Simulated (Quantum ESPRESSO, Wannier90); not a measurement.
## Wannierisation of FeS2 (Pnnm)

```xyz
6
Lattice="4.4256 0.0000 0.0000 0.0000 5.3965 0.0000 0.0000 0.0000 3.3777" Properties=species:S:1:pos:R:3 pbc="T T T"
Fe     2.2128     2.6983     1.6888
Fe     0.0000     0.0000     0.0000
S      1.3259    -0.6574     1.6888
S     -1.3259     0.6574     1.6888
S     -0.8869    -2.0409     0.0000
S      0.8869     2.0409     0.0000
```

Materials Project entry mp-1522; symmetrised, unrelaxed at this level. COD (Crystallography Open Database) has the formula in 4 space groups, this one among them (matched by group alone). Method: PBEsol plane waves in Quantum ESPRESSO 7.5 (PseudoDojo norm-conserving files, 72 Ry, no spin polarisation, no spin-orbit coupling), Bloch states on a 8×6×10 mesh through Γ, Wannier90 4.0.1. Density: 8×6×10 mesh, cold smearing 0.01 Ry. A non-magnetic state is assumed, with no Hubbard U; filled 3d bands tend to lie too high at this level.

Bands 9-28 form an isolated set from -16.99 to 0.00 eV relative to the valence-band maximum (on the path) and are turned into 20 Wannier functions by minimising the spread from the start: s functions at random places.

Where do the functions sit, how wide are they and what are they made of?


```
functions  spread (Å²)  nearest atom, distance (Å)  second atom, distance (Å)            weight on atomic waves
---------  -----------  --------------------------  -------------------------  --------------------------------
2                 1.81                     Fe 0.00                     S 2.23              Fe 3d 88 %, S 3p 5 %
12                1.48                      S 0.78                    Fe 1.47  S 3p 52 %, S 3s 25 %, Fe 3d 14 %
2                 1.48                      S 1.10                     S 1.10              S 3p 78 %, S 3s 17 %
1                 2.11                     Fe 0.00                     S 2.23              Fe 3d 84 %, S 3p 8 %
2                 1.91                     Fe 0.00                     S 2.23             Fe 3d 85 %, S 3p 11 %
1                 2.00                     Fe 0.00                     S 2.23              Fe 3d 86 %, S 3p 6 %
```

Ω_I = 27.60 Å², Ω_total = 32.27 Å²; the interpolated bands follow pw.x to 0.4 meV rms on the path. It is the lowest total spread that any start reached here.
